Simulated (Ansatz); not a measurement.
Ta2C in space group P-3m1 (No. 164; Ta on 2d, C on 1a) at seven volumes, PBEsol in the plane-wave PAW code Ansatz, shape and atoms relaxed at each. One row is withheld.

```json
[
 {"V (Å³/atom)": "12.383", "P (GPa)": "31.46"},
 {"V (Å³/atom)": "12.791", "P (GPa)": "19.31"},
 {"V (Å³/atom)": "13.199", "P (GPa)": "?"},
 {"V (Å³/atom)": "13.608", "P (GPa)": "0.00"},
 {"V (Å³/atom)": "14.016", "P (GPa)": "-7.57"},
 {"V (Å³/atom)": "14.424", "P (GPa)": "-13.96"},
 {"V (Å³/atom)": "14.832", "P (GPa)": "-19.36"}
]
```

### Question
Fit the shown pressures and predict the withheld one.

### Answer
P = (3/2)B₀(x^(7/2) − x^(5/2))[1 + (3/4)(B′ − 4)(x − 1)] with x = (V₀/V)^(2/3). Least squares on the six rows gives V₀ = 13.608 Å³/atom, B₀ = 272 GPa, B′ = 4.37. At V = 13.199, x = 1.0206 and P = 8.87 GPa. The run itself gave 8.89 GPa.

The workflow started from a Materials Project entry (that database holds measured and hypothetical structures alike); the Crystallography Open Database files this formula in space group No. 164, but the cells were not matched. Whether it is the stable phase at ambient conditions was not checked. The PBEsol relaxation kept the symmetry of its start; of distortions, only those at the zone centre were tested. The run is not spin-polarised. Scalar-relativistic: spin–orbit coupling is off unless named, which matters more the heavier the elements.

Potentials: the later of the program's two PAW sets.
